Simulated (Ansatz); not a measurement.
Problem. Each is relaxed and computed with DFT-r²SCAN in the program Ansatz with PAW potentials. Which is the only one with a gap?
A. LiFeP, P4/nmm (Li on 2c, Fe on 2a, P on 2c)
B. Tc2P3, C2/m (Pearson symbol mS20)
C. LiPS3, C2/m (Pearson symbol mS20)
D. VP2, C2/m (V on 4i, P on 4i, P on 4i)

Solution. C, LiPS3, C2/m (Pearson symbol mS20). LiPS3: gap 2.12 eV (indirect); VP2: metal; Tc2P3: metal; LiFeP: metal. Standing as an ambient phase not checked: LiPS3, C2/m (Pearson symbol mS20); VP2, C2/m (V on 4i, P on 4i, P on 4i); Tc2P3, C2/m (Pearson symbol mS20); LiFeP, P4/nmm (Li on 2c, Fe on 2a, P on 2c). All cells were relaxed under the symmetry of their starts (and spin orders); stability against distortions was not tested throughout. Rows with no word on spin ran without spin polarisation. Spin–orbit coupling is left out wherever it is not named.

Potentials: the later of the program's two PAW sets (Tc and Pm come from another file).
